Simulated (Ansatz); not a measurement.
Relaxing Sc

Theory: DFT r2SCAN, scalar-relativistic, plane waves, PAW in Ansatz. Cutoff 500 eV, Γ-centred k mesh, Gaussian smearing, no spin polarisation in the final step.

The start puts Sc on the dhcp structure type (P6_3/mmc, No. 194), at a guessed volume.

```yaml
crystal:
  lattice:
    - [3.37155, 0.00000, 0.00000]
    - [-1.68577, 2.91985, 0.00000]
    - [0.00000, 0.00000, 10.87391]
  atoms:
    - { symbol: Sc, position: [0.00000, 0.00000, 0.00000] }
    - { symbol: Sc, position: [0.00000, 0.00000, 0.50000] }
    - { symbol: Sc, position: [0.33333, 0.66667, 0.75000] }
    - { symbol: Sc, position: [0.66667, 0.33333, 0.25000] }
```

Cell and atoms relax at zero pressure; the relaxation can't lower the symmetry of the start.

Q: What does it relax into?

A: It keeps P6_3/mmc (No. 194). The result has the dhcp structure. Conventional cell: a = 3.312 Å, c = 10.530 Å. Around Sc on Wyckoff site a (2 atoms of the primitive cell) lie 12 Sc at 3.25–3.31 Å; Sc on Wyckoff site d (2 atoms of the primitive cell) has 12 Sc at 3.25–3.31 Å.

```
Sc
1.0
     3.31191    0.00000    0.00000
    -1.65595    2.86820    0.00000
     0.00000    0.00000   10.52979
Sc
4
Direct
  0.00000 0.00000 0.00000
  0.00000 0.00000 0.50000
  0.33333 0.66667 0.75000
  0.66667 0.33333 0.25000
```

Q: What are its volume, density and gap?

A: The volume per atom is 25.01 Å³. The density is 2.99 g/cm³ and the gap on the 18×18×6 mesh is 0 eV (a metal).

The final run used a 18×18×6 mesh on its 4-atom cell and 0.10 eV smearing. Symmetry constrained the relaxation, so the result can be a saddle point. The steps took about 5 core-minutes in all.